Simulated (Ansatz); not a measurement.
Total density of states per atom from PBE (plane waves, PAW; program Ansatz), in 0.25 eV bins, energy from the valence-band maximum:

```
E (eV) | states/eV/atom
    -7.85 | ##################### 0.45
    -7.60 | ############################# 0.60
    -7.35 | ############################ 0.60
    -7.10 | ###################### 0.45
    -6.85 | ############ 0.26
    -6.60 | ######## 0.17
    -6.35 | ##### 0.10
    -6.10 | ## 0.05
    -5.85 |  0.00
    -5.60 | # 0.01
    -5.35 | #### 0.08
    -5.10 | ####### 0.15
    -4.85 | ############ 0.25
    -4.60 | #################### 0.42
    -4.35 | ################### 0.40
    -4.10 | ############### 0.31
    -3.85 | ######## 0.17
    -3.60 | ######### 0.20
    -3.35 | #### 0.07
    -3.10 | ######## 0.17
    -2.85 | ####### 0.15
    -2.60 | ########### 0.24
    -2.35 | ############# 0.28
    -2.10 | ############## 0.29
    -1.85 | ############## 0.29
    -1.60 | ######### 0.18
    -1.35 | ###### 0.12
    -1.10 | #### 0.08
    -0.85 | ### 0.06
    -0.60 | ## 0.04
    -0.35 | # 0.02
    -0.10 |  0.00
     0.15 |  0.00
     0.40 |  0.00
     0.65 |  0.00
     0.90 |  0.00
     1.15 |  0.00
     1.40 |  0.00
     1.65 |  0.00
     1.90 |  0.00
     2.15 |  0.00
     2.40 | ######### 0.20
     2.65 | ################## 0.39
     2.90 | ######################### 0.52
     3.15 | ############################## 0.63
     3.40 | ##################### 0.45
     3.65 | ############### 0.31
     3.90 | ######################### 0.52
     4.15 | ###################### 0.45
     4.40 | ############## 0.29
     4.65 | ################### 0.40
     4.90 | #################### 0.43
     5.15 | ############################# 0.61
     5.40 | #################### 0.42
     5.65 | ################## 0.38
     5.90 | ################# 0.36
     6.15 | ############### 0.32
     6.40 | ######################## 0.50
     6.65 | ##################### 0.44
     6.90 | ########################### 0.57
     7.15 | ############## 0.31
```

Problem. Which compound is it?
A) AlCr2C, P6_3/mmc (Al on 2d, Cr on 4f, C on 2a)
B) C, Fd-3m (C on 32e)
C) SiC, zinc blende
D) WC, P-6m2 (W on 1a, C on 1f)

Solution. B, C, Fd-3m (C on 32e). Top 1 eV of the valence band: C 2p 97 %. Bottom 1 eV of the conduction band: C 2p 70 %, C 2s 12 %, outside the projected shells 19 %. Projections are on Löwdin-orthogonalised atomic valence shells; empty p or d shells of many metals are not among them.

The start of the workflow was typed in or built on a structure type. Its sites differ from those of the usual phase in this space group: another stacking or structure type. Symmetry was held in the PBE relaxation; whether a distortion lowers the energy is not shown.

Potentials: the earlier of the program's two PAW sets.
